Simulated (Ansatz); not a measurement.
PtS₂:
```cif
data_PtS2
_chemical_formula_sum 'Pt1 S2'
_space_group_name_H-M_alt 'P 1'
_space_group_IT_number 1
_cell_length_a 3.54792
_cell_length_b 3.54792
_cell_length_c 5.61342
_cell_angle_alpha 90.000
_cell_angle_beta 90.000
_cell_angle_gamma 120.000
loop_
_space_group_symop_operation_xyz
  'x, y, z'
loop_
_atom_site_label
_atom_site_type_symbol
_atom_site_fract_x
_atom_site_fract_y
_atom_site_fract_z
_atom_site_occupancy
Pt1 Pt 0.00000 0.00000 0.00000 1
S1 S 0.66667 0.33333 0.78023 1
S2 S 0.33333 0.66667 0.21977 1
```

Relaxed with r²SCAN.

**Question.** Which orbitals make up the states near the band edges in plane-wave PAW r²SCAN (Ansatz code)?

**Answer.** Top 1 eV of the valence band: S 3p 75 %, Pt 5d 22 %. Bottom 1 eV of the conduction band: S 3p 58 %, Pt 5d 33 %. Projections are on Löwdin-orthogonalised atomic valence shells; empty p or d shells of many metals are not among them.

**Question.** Tabulate the density of states.

**Answer.** States/eV per cell of 3 atoms, in 0.25 eV bins, energy from the valence-band maximum.

```csv
E (eV),total,S 3p,Pt 5d,Pt 6s
-7.88,0.00,0.00,0.00,0.00
-7.63,0.00,0.00,0.00,0.00
-7.38,0.00,0.00,0.00,0.00
-7.13,0.25,0.13,0.07,0.04
-6.88,1.01,0.52,0.30,0.15
-6.63,1.24,0.64,0.38,0.16
-6.38,2.91,1.39,1.18,0.24
-6.13,3.57,1.48,1.91,0.06
-5.88,5.49,2.27,3.10,0.02
-5.63,2.80,1.08,1.61,0.03
-5.38,2.31,1.11,0.88,0.11
-5.13,2.98,1.50,1.05,0.20
-4.88,1.65,0.74,0.74,0.09
-4.63,1.91,0.77,1.04,0.03
-4.38,3.85,1.71,1.92,0.04
-4.13,4.45,1.77,2.35,0.03
-3.88,2.98,0.83,2.02,0.02
-3.63,1.70,0.39,1.25,0.01
-3.38,0.52,0.23,0.26,0.01
-3.13,0.62,0.12,0.48,0.01
-2.88,2.70,0.70,1.89,0.05
-2.63,6.17,1.78,3.86,0.28
-2.38,1.71,0.82,0.72,0.06
-2.13,1.74,1.01,0.60,0.03
-1.88,2.53,1.55,0.85,0.02
-1.63,2.92,1.80,1.00,0.01
-1.38,2.70,1.83,0.76,0.01
-1.13,3.61,2.52,0.98,0.01
-0.88,3.01,2.11,0.81,0.01
-0.63,2.14,1.69,0.39,0.00
-0.38,1.14,0.86,0.24,0.00
-0.13,1.39,1.14,0.22,0.00
0.12,0.00,0.00,0.00,0.00
0.37,0.00,0.00,0.00,0.00
0.62,0.00,0.00,0.00,0.00
0.87,0.00,0.00,0.00,0.00
1.12,0.00,0.00,0.00,0.00
1.37,0.32,0.17,0.12,0.00
1.62,1.96,1.09,0.69,0.00
1.87,2.60,1.52,0.86,0.00
2.12,2.75,1.66,0.88,0.01
2.37,4.51,2.81,1.41,0.01
2.62,3.21,2.06,0.99,0.00
2.87,0.64,0.43,0.19,0.00
3.12,0.02,0.01,0.01,0.00
3.37,0.00,0.00,0.00,0.00
3.62,0.00,0.00,0.00,0.00
3.87,0.00,0.00,0.00,0.00
4.12,0.00,0.00,0.00,0.00
4.37,0.00,0.00,0.00,0.00
4.62,0.00,0.00,0.00,0.00
4.87,0.00,0.00,0.00,0.00
5.12,0.00,0.00,0.00,0.00
5.37,0.07,0.02,0.00,0.02
5.62,0.65,0.15,0.01,0.22
5.87,1.04,0.24,0.02,0.32
6.12,1.31,0.28,0.02,0.38
```

Space group P-3m1 (CdI2 type). The cell was relaxed with r²SCAN under the symmetry of its start. The run is not spin-polarised. A crystal of weakly bound layers computed without a dispersion correction: the cell and the soft elastic constants depend strongly on that. Scalar-relativistic: spin–orbit coupling is off unless named, which matters more the heavier the elements.

Potentials: the later of the program's two PAW sets.
